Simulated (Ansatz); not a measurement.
K2Te2Pd:
```yaml
crystal:
  lattice:
    - [-1.99546, 3.88065, 5.12636]
    - [1.99546, -3.88065, 5.12636]
    - [1.99546, 3.88065, -5.12636]
  atoms:
    - { symbol: K, position: [0.29744, 0.79744, 0.50000] }
    - { symbol: K, position: [0.70256, 0.20256, 0.50000] }
    - { symbol: Te, position: [0.77762, 0.50000, 0.27762] }
    - { symbol: Te, position: [0.22238, 0.50000, 0.72238] }
    - { symbol: Pd, position: [0.00000, 0.00000, 0.00000] }
```

Relaxed with PBEsol.

**Question.** Map the valence electron density (e/Å³), cut off at 1 on the plane through (0.297, 0.797, 0.500) spanned by u = [1, 1, 0] and v = [1, 0, 1] in lattice vectors, from PBEsol in the plane-wave PAW code Ansatz.

**Answer.** x is the fraction of u, y of v (the angle between them is 90°; rows are the nearest grid lines); atoms in the plane: K at (0.00, 0.00), K at (0.41, 0.00), Te at (0.70, 0.78), Te at (0.70, 0.22), Pd at (0.20, 0.50).
```
|@@@@-       :@@@@@@@.    .....     -@@@@|
|@@@%:       .*@@@@@@    ..:::...   :%@@@|
|@@@=.       .-@@@@@*   .::----:.   .=@@@|
|=-:.          .-=-:.  .:=#@@@#+:.   .:-=|
|                     .:=%@@@@@@+:.      |
|                     .:+@@@@@@@+-.      |
|                     .:+@@@@@@@+:.      |
|      .....           .-+@@@@@*-:.      |
|     .:-==:..          .:-=+=-:..       |
|    .:+@@@*-.          ..:::::..        |
|   .-@@@@@@@-.                          |
|   .+@@@@@@@*:                          |
|   .+@@@@@@@*:                          |
|   .-@@@@@@@-.                          |
|    .:+@@@*-.          ..:::::..        |
|     .:-==:..          .:-=+=-:..       |
|      .....           .-+@@@@@*-:.      |
|                     .:+@@@@@@@+:.      |
|                     .:+@@@@@@@+-.      |
|                     .:=%@@@@@@+:.      |
|=-:.          .-=-:.  .:=#@@@#=:.   .:-=|
|@@@=.       .-@@@@@*   .::---::.   .=@@@|
|@@@%:       .*@@@@@@    ..:::...   :%@@@|
|@@@@-       :@@@@@@@.    .....     -@@@@|
```
Scale: ten equal steps from 0.013 (start of ' ') to 1.00 (end of '@'), in the order ' .:-=+*#%@'; x runs from 0.000 to 1.00, y from 0.000 (bottom) to 1.00 (top).

The density is the valence pseudo-density with augmentation charge, so density and ELF within about 1 Å of a nucleus are not all-electron values.

Space group Immm. The first step of the workflow began from a Materials Project structure, measured or hypothetical; the Crystallography Open Database copy checked does not list it. Whether it is the stable phase at ambient conditions was not checked. The PBEsol relaxation kept the symmetry of its start; whether a distortion lowers the energy is not shown. The run is not spin-polarised. Scalar-relativistic: spin–orbit coupling is off unless named, which matters more the heavier the elements.

Potentials: the later of the program's two PAW sets.
